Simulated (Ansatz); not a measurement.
Re (diamond, Fd-3m) under volume change, PBE in the plane-wave PAW code Ansatz, scaled uniformly.

```
V (Å³/atom)  E − E(relaxed) (meV/atom)     P (GPa)
-----------  -------------------------  ----------
20.536                      (withheld)  (withheld)
21.213                            50.2       12.52
21.890                            11.9        5.77
22.567                             0.0        0.00
23.244                            10.7       -4.94
23.921                            40.7       -9.16
24.598                      (withheld)  (withheld)
```

Some entries are withheld; supply them.


- 24.598, E − E(relaxed) (meV/atom): 87.3
- 24.598, P (GPa): -12.77
- 20.536, E − E(relaxed) (meV/atom): 119.3
- 20.536, P (GPa): 20.42

What does a third-order Birch–Murnaghan fit give for V₀, B₀ and B′?

V₀ = 22.57 Å³/atom, B₀ = 178 GPa, B′ = 4.2.

The start of the workflow was typed in or built on a structure type; neither database checked (COD, Materials Project) lists it. It is not the phase usual at ambient conditions (space group No. 194). The PBE relaxation kept the symmetry of its start; its stability against distortions is not shown here. No spin polarisation was allowed. Spin–orbit coupling is left out wherever it is not named.

Potentials: the later of the program's two PAW sets.
